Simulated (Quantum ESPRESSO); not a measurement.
## Zr3W3ScAg (one run as intended and one with a planted mistake)

A calculation, not a measurement. The program is pw.x of Quantum ESPRESSO 7.5 (plane-wave density functional theory). The cell is made up: eight metal atoms on a hexagonal close-packed lattice, with elements, volume, strain and displacements drawn at random and not relaxed, so it may be unstable or far from any real phase. PseudoDojo standard norm-conserving files set the functional (PBE unless stated); there is no spin polarisation or spin-orbit coupling, the Fermi-Dirac width of 0.25 eV means electrons at about 2900 K, and the masses in the input are unused placeholders. Heavy elements are run without spin-orbit coupling, which real alloys of them have. A spin test at this wide smearing found no moment, but such smearing suppresses magnetism that the real alloy may have.

Intended input:

```
&control calculation='scf', pseudo_dir='./dojo.nc.sr.pbe.v0_5.standard.upf', outdir='./o', disk_io='minimal', tprnfor=.true., tstress=.true. /
&system ibrav=0, nat=8, ntyp=4, nbnd=71, ecutwfc=82.02448710, nosym=.true., tot_charge=0,
 occupations='smearing', smearing='fd', degauss=0.0183746611
/
&electrons conv_thr=1.470e-08, electron_maxstep=70, mixing_beta=0.5 /
ATOMIC_SPECIES
Ag 1.0 Ag.upf
Sc 1.0 Sc.upf
W 1.0 W.upf
Zr 1.0 Zr.upf
CELL_PARAMETERS angstrom
0.0082 5.3924 0.0069
3.0264 0.0112 4.9233
3.072 -0.0018 -4.9512
ATOMIC_POSITIONS angstrom
Zr 0.0263 -0.0021 0.0808
W 3.0556 0.033 -0.1022
Sc 3.078 1.7085 -2.5242
Zr 3.0276 1.8315 2.4993
W 1.5328 2.7696 0.0022
Zr 4.623 2.7123 -0.0801
Ag 1.5229 4.4613 -2.4913
W 1.5421 4.4441 2.4489
K_POINTS automatic
4 5 5 1 1 1
```

The log is shortened where brackets say so; the opening notice, blank lines, dates and the lines on written files are dropped, and the path of the files is cut. It prints rydbergs, bohrs and kilobars, and counts compression as positive stress. Its total energy is the free energy E - TS of the whole cell.

Log of the intended run:

```
     Program PWSCF v.7.5
     Parallel version (MPI & OpenMP), running on       4 processor cores
     Number of MPI processes:                 4
     Threads/MPI process:                     1
     [start-up lines left out]
     bravais-lattice index     =            0
     lattice parameter (alat)  =      10.1902  a.u.
     unit-cell volume          =    1095.6423 (a.u.)^3
     number of atoms/cell      =            8
     number of atomic types    =            4
     number of electrons       =       108.00
     number of Kohn-Sham states=           71
     kinetic-energy cutoff     =      82.0245  Ry
     charge density cutoff     =     328.0979  Ry
     scf convergence threshold =      1.5E-08
     mixing beta               =       0.5000
     number of iterations used =            8  plain     mixing
     Exchange-correlation= PBE
                           (   1   4   3   4   0   0   0)
     [axes and pseudopotential details left out]
   Cartesian axes
     site n.     atom                  positions (alat units)
         1        Zr     tau(   1) = (   0.0048772  -0.0003894   0.0149840  )
         2        W      tau(   2) = (   0.5666482   0.0061197  -0.0189526  )
         3        Sc     tau(   3) = (   0.5708022   0.3168342  -0.4681023  )
         4        Zr     tau(   4) = (   0.5614558   0.3396440   0.4634847  )
         5        W      tau(   5) = (   0.2842513   0.5136107   0.0004080  )
         6        Zr     tau(   6) = (   0.8573160   0.5029847  -0.0148542  )
         7        Ag     tau(   7) = (   0.2824154   0.8273294  -0.4620012  )
         8        W      tau(   8) = (   0.2859760   0.8241398   0.4541383  )
     number of k points=    50  Fermi-Dirac smearing, width (Ry)=  0.0184
                       cart. coord. in units 2pi/alat
        k(    1) = (   0.1766575   0.1247308   0.0006516), wk =   0.0400000
        k(    2) = (   0.3530084   0.1246013  -0.1077528), wk =   0.0400000
     [further k points left out]
     Dense  grid:   109977 G-vectors     FFT dimensions: (  60,  64,  64)
     Estimated max dynamical RAM per process >     394.80 MB
     Estimated total dynamical RAM >       1.46 GB
     Initial potential from superposition of free atoms
     starting charge     107.9883, renormalised to     108.0000
     Starting wfcs are   80 randomized atomic wfcs
     total cpu time spent up to now is        9.9 secs
     per-process dynamical memory:   301.6 Mb
     Self-consistent Calculation
     iteration #  1     ecut=    82.02 Ry     beta= 0.50
     Davidson diagonalization with overlap
     ethr =  1.00E-02,  avg # of iterations =  2.7
     total cpu time spent up to now is       32.0 secs
     total energy              =   -1164.47213286 Ry
     estimated scf accuracy    <       1.73998146 Ry
     iteration #  2     ecut=    82.02 Ry     beta= 0.50
     Davidson diagonalization with overlap
     ethr =  1.61E-03,  avg # of iterations =  4.6
     total cpu time spent up to now is       57.4 secs
     total energy              =   -1164.70854703 Ry
     estimated scf accuracy    <       6.32016574 Ry
     [iterations 3 to 18 left out]
     iteration # 19     ecut=    82.02 Ry     beta= 0.50
     Davidson diagonalization with overlap
     ethr =  3.48E-11,  avg # of iterations =  5.0
     total cpu time spent up to now is      440.6 secs
     total energy              =   -1165.47017215 Ry
     estimated scf accuracy    <       0.00000003 Ry
     iteration # 20     ecut=    82.02 Ry     beta= 0.50
     Davidson diagonalization with overlap
     ethr =  3.03E-11,  avg # of iterations =  2.0
     total cpu time spent up to now is      459.7 secs
     End of self-consistent calculation
     [lines on levels left out]
!    total energy              =   -1165.47017215 Ry
     estimated scf accuracy    <          5.8E-09 Ry
     smearing contrib. (-TS)   =      -0.15095359 Ry
     internal energy E=F+TS    =   -1165.31921857 Ry
     The total energy is F=E-TS. E is the sum of the following terms:
     one-electron contribution =    -325.13616083 Ry
     hartree contribution      =     208.19963526 Ry
     xc contribution           =    -221.57024170 Ry
     ewald contribution        =    -826.81245129 Ry
     convergence has been achieved in  20 iterations
     Forces acting on atoms (cartesian axes, Ry/au):
     atom    1 type  4   force =     0.02110900   -0.02121205   -0.02499682
     atom    2 type  3   force =    -0.00800469   -0.01342312    0.01334984
     atom    3 type  2   force =     0.00044755    0.02121315    0.02571348
     atom    4 type  4   force =    -0.00168284   -0.00936902   -0.04102365
     atom    5 type  3   force =     0.02284165    0.00404025    0.00998163
     atom    6 type  4   force =    -0.02994076    0.02618589    0.01704425
     atom    7 type  1   force =     0.00014990    0.00112718    0.00883735
     atom    8 type  3   force =    -0.00491980   -0.00856228   -0.00890609
     Total force =     0.087146     Total SCF correction =     0.000228
     Computing stress (Cartesian axis) and pressure
          total   stress  (Ry/bohr**3)                   (kbar)     P=      -58.37
  -0.00041286  -0.00000972   0.00007208          -60.73       -1.43       10.60
  -0.00000972  -0.00058239  -0.00010937           -1.43      -85.67      -16.09
   0.00007208  -0.00010937  -0.00019515           10.60      -16.09      -28.71
     init_run     :      9.27s CPU      9.68s WALL (       1 calls)
     electrons    :    447.78s CPU    449.89s WALL (       1 calls)
     forces       :      3.43s CPU      3.46s WALL (       1 calls)
     stress       :     12.68s CPU     13.00s WALL (       1 calls)
     [timing details left out]
     PWSCF        :   7m53.45s CPU   7m56.34s WALL
     JOB DONE.
```

A second run has one planted mistake: two atoms have their elements exchanged. The input lines that differ:

```
- Zr 0.0263 -0.0021 0.0808
- W 3.0556 0.033 -0.1022
+ W 0.0263 -0.0021 0.0808
+ Zr 3.0556 0.033 -0.1022
```

Its log:

```
     Program PWSCF v.7.5
     Parallel version (MPI & OpenMP), running on       4 processor cores
     Number of MPI processes:                 4
     Threads/MPI process:                     1
     [start-up lines left out]
     bravais-lattice index     =            0
     lattice parameter (alat)  =      10.1902  a.u.
     unit-cell volume          =    1095.6423 (a.u.)^3
     number of atoms/cell      =            8
     number of atomic types    =            4
     number of electrons       =       108.00
     number of Kohn-Sham states=           71
     kinetic-energy cutoff     =      82.0245  Ry
     charge density cutoff     =     328.0979  Ry
     scf convergence threshold =      1.5E-08
     mixing beta               =       0.5000
     number of iterations used =            8  plain     mixing
     Exchange-correlation= PBE
                           (   1   4   3   4   0   0   0)
     [axes and pseudopotential details left out]
   Cartesian axes
     site n.     atom                  positions (alat units)
         1        W      tau(   1) = (   0.0048772  -0.0003894   0.0149840  )
         2        Zr     tau(   2) = (   0.5666482   0.0061197  -0.0189526  )
         3        Sc     tau(   3) = (   0.5708022   0.3168342  -0.4681023  )
         4        Zr     tau(   4) = (   0.5614558   0.3396440   0.4634847  )
         5        W      tau(   5) = (   0.2842513   0.5136107   0.0004080  )
         6        Zr     tau(   6) = (   0.8573160   0.5029847  -0.0148542  )
         7        Ag     tau(   7) = (   0.2824154   0.8273294  -0.4620012  )
         8        W      tau(   8) = (   0.2859760   0.8241398   0.4541383  )
     number of k points=    50  Fermi-Dirac smearing, width (Ry)=  0.0184
                       cart. coord. in units 2pi/alat
        k(    1) = (   0.1766575   0.1247308   0.0006516), wk =   0.0400000
        k(    2) = (   0.3530084   0.1246013  -0.1077528), wk =   0.0400000
     [further k points left out]
     Dense  grid:   109977 G-vectors     FFT dimensions: (  60,  64,  64)
     Estimated max dynamical RAM per process >     394.80 MB
     Estimated total dynamical RAM >       1.46 GB
     Initial potential from superposition of free atoms
     starting charge     107.9883, renormalised to     108.0000
     Starting wfcs are   80 randomized atomic wfcs
     total cpu time spent up to now is       10.3 secs
     per-process dynamical memory:   301.6 Mb
     Self-consistent Calculation
     iteration #  1     ecut=    82.02 Ry     beta= 0.50
     Davidson diagonalization with overlap
     ethr =  1.00E-02,  avg # of iterations =  2.7
     total cpu time spent up to now is       32.9 secs
     total energy              =   -1164.54333427 Ry
     estimated scf accuracy    <       1.64029768 Ry
     iteration #  2     ecut=    82.02 Ry     beta= 0.50
     Davidson diagonalization with overlap
     ethr =  1.52E-03,  avg # of iterations =  4.5
     total cpu time spent up to now is       58.9 secs
     total energy              =   -1164.90269098 Ry
     estimated scf accuracy    <       4.78126217 Ry
     [iterations 3 to 18 left out]
     iteration # 19     ecut=    82.02 Ry     beta= 0.50
     Davidson diagonalization with overlap
     ethr =  3.34E-11,  avg # of iterations =  5.1
     total cpu time spent up to now is      432.7 secs
     total energy              =   -1165.48122236 Ry
     estimated scf accuracy    <       0.00000004 Ry
     iteration # 20     ecut=    82.02 Ry     beta= 0.50
     Davidson diagonalization with overlap
     ethr =  3.27E-11,  avg # of iterations =  1.1
     total cpu time spent up to now is      449.4 secs
     End of self-consistent calculation
     [lines on levels left out]
!    total energy              =   -1165.48122237 Ry
     estimated scf accuracy    <          1.3E-09 Ry
     smearing contrib. (-TS)   =      -0.15164866 Ry
     internal energy E=F+TS    =   -1165.32957370 Ry
     The total energy is F=E-TS. E is the sum of the following terms:
     one-electron contribution =    -325.79300295 Ry
     hartree contribution      =     208.53836830 Ry
     xc contribution           =    -221.57209052 Ry
     ewald contribution        =    -826.50284854 Ry
     convergence has been achieved in  20 iterations
     Forces acting on atoms (cartesian axes, Ry/au):
     atom    1 type  3   force =     0.02776515   -0.02509553   -0.01310388
     atom    2 type  4   force =    -0.01253350   -0.01513578    0.02635926
     atom    3 type  2   force =    -0.00078406    0.02134304   -0.01632481
     atom    4 type  4   force =    -0.00318397   -0.01160834   -0.00437528
     atom    5 type  3   force =    -0.01934471    0.00656420    0.00802780
     atom    6 type  4   force =     0.00710487    0.02978484    0.01625049
     atom    7 type  1   force =     0.00179570    0.00079857    0.00574268
     atom    8 type  3   force =    -0.00081949   -0.00665100   -0.02257625
     Total force =     0.076256     Total SCF correction =     0.000117
     Computing stress (Cartesian axis) and pressure
          total   stress  (Ry/bohr**3)                   (kbar)     P=      -58.11
  -0.00040742   0.00006086  -0.00012084          -59.93        8.95      -17.78
   0.00006086  -0.00057492  -0.00007930            8.95      -84.57      -11.66
  -0.00012084  -0.00007930  -0.00020265          -17.78      -11.66      -29.81
     init_run     :      9.22s CPU      9.61s WALL (       1 calls)
     electrons    :    435.66s CPU    439.15s WALL (       1 calls)
     forces       :      3.43s CPU      3.46s WALL (       1 calls)
     stress       :     12.26s CPU     12.54s WALL (       1 calls)
     [timing details left out]
     PWSCF        :   7m41.26s CPU   7m45.48s WALL
     JOB DONE.
```

|  | intended run | run with the mistake |
| --- | --- | --- |
| free energy (eV) | -15857.030 | -15857.180 |
| entropy term -TS, part of it (eV) | -2.054 | -2.063 |
| pressure (GPa) | -5.84 | -5.81 |
| size of the largest force component (eV/Å) | 1.055 | 0.766 |
| largest change of a force component (eV/Å) |  | 1.085 |
| iterations | 20 | 20 |

For scale, a rerun of the intended cell at a higher cutoff and on a denser mesh moved values by no more than 0.002 eV in energy, 0.05 GPa in stress and 0.005 eV/Å in force, and a second program with other atomic files agreed on that cell to 2 % rms in force and 0.5 GPa in pressure.